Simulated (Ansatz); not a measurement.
Given:

MgS:
```cif
data_MgS
_chemical_formula_sum 'S1 Mg1'
_space_group_name_H-M_alt 'P 1'
_space_group_IT_number 1
_cell_length_a 3.69795
_cell_length_b 3.69795
_cell_length_c 3.69795
_cell_angle_alpha 60.000
_cell_angle_beta 60.000
_cell_angle_gamma 60.000
loop_
_space_group_symop_operation_xyz
  'x, y, z'
loop_
_atom_site_label
_atom_site_type_symbol
_atom_site_fract_x
_atom_site_fract_y
_atom_site_fract_z
_atom_site_occupancy
S1 S 0.00000 0.00000 0.00000 1
Mg1 Mg 0.50000 0.50000 0.50000 1
```

This is the PBE-relaxed structure.

**Question.** All from DFT-PBE in the program Ansatz with PAW potentials, unless another level is named. Give the HSE06 gap on the PBE cell.

**Answer.** 3.77 eV.

**Question.** Predict the formation energy from the elements (no fitted shifts).

**Answer.** -1.44 eV/atom.

**Question.** Give the hole effective mass, band 1 of 3 at the edge.

**Answer.** 0.97 along [100], 9.8 along [110], 2.4 along [111] (mₑ).

**Question.** And the hole effective mass, band 3 of 3 at the edge?

**Answer.** 0.25 along [100], 0.20 along [110], 0.19 along [111] (mₑ).

**Question.** Predict the weight of the valence-edge state by species (Voronoi cells).

**Answer.** S 89 %, Mg 11 %.

Space group Fm-3m (rock salt). The cell was relaxed with PBE under the symmetry of its start; phonons on a q-mesh show no instability. The references are the lowest solids computed at this level, not always the standard phases.

Potentials: the later of the program's two PAW sets.
